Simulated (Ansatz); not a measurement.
SiO2 (rutile)

```
CELL_PARAMETERS angstrom
      4.23588     0.00000     0.00000
      0.00000     4.23588     0.00000
      0.00000     0.00000     2.68991
ATOMIC_POSITIONS crystal
  Si 0.50000 0.50000 0.50000
  Si 0.00000 0.00000 0.00000
  O  0.80699 0.80699 0.50000
  O  0.30699 0.69301 0.00000
  O  0.69301 0.30699 0.00000
  O  0.19301 0.19301 0.50000
```

The slice is a (-1 2 0) plane (indices of the conventional cell) through the point (0.807, 0.807, 0.500) (fractional), spanned by u = [001] and v = [210] in vectors of this cell: u (2.69 Å) and v (9.47 Å, at 90° to u). It covers one period; positions are fractions (u, v).

Level of theory: PBE (plane waves to 420 eV, PAW, scalar-relativistic; Ansatz, a program for electronic structure). k mesh 8×8×12. These are valence fields of a PAW run, semicore shells included where kept as valence: close to a nucleus they are smooth pseudo fields. SiO2 was relaxed with its symmetry unable to fall. The PAW data are Ansatz's earlier set.

Problem. Sketch the electrostatic potential energy of an electron, from the cell's mean on this plane as a map.

Solution. 
```
|xx16761x|
|00467640|
|00035300|
|xx00000x|
|x00xxx00|
|000xxx00|
|23566653|
|88999998|
|99999999|
|99999999|
|88876788|
|764xxx46|
|550xxx05|
|552xxx25|
|66764676|
|88999998|
|88998998|
|16665666|
|03100013|
|300xxx00|
|200xxx00|
|000xxx00|
|xx00000x|
|xxx212xx|
```
Scale: ten equal steps from 3.00 (start of '0') to 11.69 (end of '9'), in the order '0123456789'. Values: electrostatic potential energy of an electron, from the cell's mean, in eV. The map has 8 points along u (one character each, u = 0 at the left) and 24 along v (v = 0 in the bottom row). Points within 0.7 Å of a nucleus are blanked (x), as the pseudised field means little there. Values under 3 eV are set to 3. The zero, the cell's mean, hangs on the PAW cores.
